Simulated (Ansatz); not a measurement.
CoIrN$_{2}$:
```
CELL_PARAMETERS angstrom
      1.35637     0.78310     6.06965
     -1.35637     0.78310     6.06965
      0.00000    -1.56621     6.06965
ATOMIC_POSITIONS crystal
  Co 0.50000 0.50000 0.50000
  Ir 0.00000 0.00000 0.00000
  N  0.89364 0.89364 0.89364
  N  0.10636 0.10636 0.10636
```
The run is spin-polarised; directions of the spins, atom by atom: ↑ 0 0 0.

Relaxed with r²SCAN. Special points in fractions of this cell's reciprocal vectors: Γ (0.000, 0.000, 0.000); T (0.500, 0.500, 0.500); H2 (0.822, 0.178, 0.500); H0 (0.500, -0.178, 0.178); L (0.500, 0.000, 0.000); S0 (0.339, -0.339, 0.000); S2 (0.661, 0.000, 0.339); F (0.500, 0.000, 0.500).

Question: List the band energies nearest the Fermi level at these points for plane-wave PAW r²SCAN (Ansatz code).

Answer: In eV from the Fermi level; about four levels below and three above (degenerate sets whole), none deeper than 8.9 eV; … stands for higher levels left out; points with the same levels are listed once.

| k | below | above |
|---|---|---|
| Γ ↑ | -0.71 -0.71 -0.09 -0.09 | 4.03 4.03 … |
| T ↑ | -2.20 -2.20 -2.01 -2.01 -1.10 | 1.89 1.89 3.09 3.09 |
| H2 ↑ | -1.53 -1.46 -0.70 -0.61 | 2.14 2.69 4.03 |
| L ↑ | -2.18 -1.59 -1.45 -0.92 | 0.66 1.65 2.57 |
| S0 ↑ | -1.50 -1.37 -0.92 -0.42 | 2.05 2.76 3.98 |
| F ↑ | -1.86 -1.60 -1.25 -0.53 | 1.65 1.99 3.57 |
| Γ ↓ | -1.50 -1.50 -1.48 -0.64 -0.64 | 0.18 0.18 4.40 4.40 |
| T ↓ | -1.92 -1.92 -1.45 -1.45 -0.43 | 2.04 2.04 3.51 3.51 |
| H2 ↓ | -2.07 -1.17 -0.69 -0.18 | 0.11 2.46 3.04 |
| L ↓ | -1.58 -1.37 -0.63 -0.07 | 0.76 1.65 2.83 |
| S0 ↓ | -2.07 -1.11 -0.71 -0.26 | 0.20 2.38 3.11 |
| F ↓ | -1.67 -1.62 -1.17 -0.63 | 0.23 1.65 2.35 |

Space group R-3m. The start of the workflow was typed in or built on a structure type; neither database checked (COD, Materials Project) lists it. Its standing as an ambient phase is unchecked. The cell was relaxed with r²SCAN under the symmetry of its start; its stability against distortions is not shown here. The final state is ferromagnetic, the only order run, not a proven ground state. Its formation energy is positive at this level, so the cell may be metastable or incomplete. Other orbital occupations within this spin state were not tried. No Hubbard U is applied. Scalar-relativistic: spin–orbit coupling is off unless named, which matters more the heavier the elements.

Potentials: the later of the program's two PAW sets.
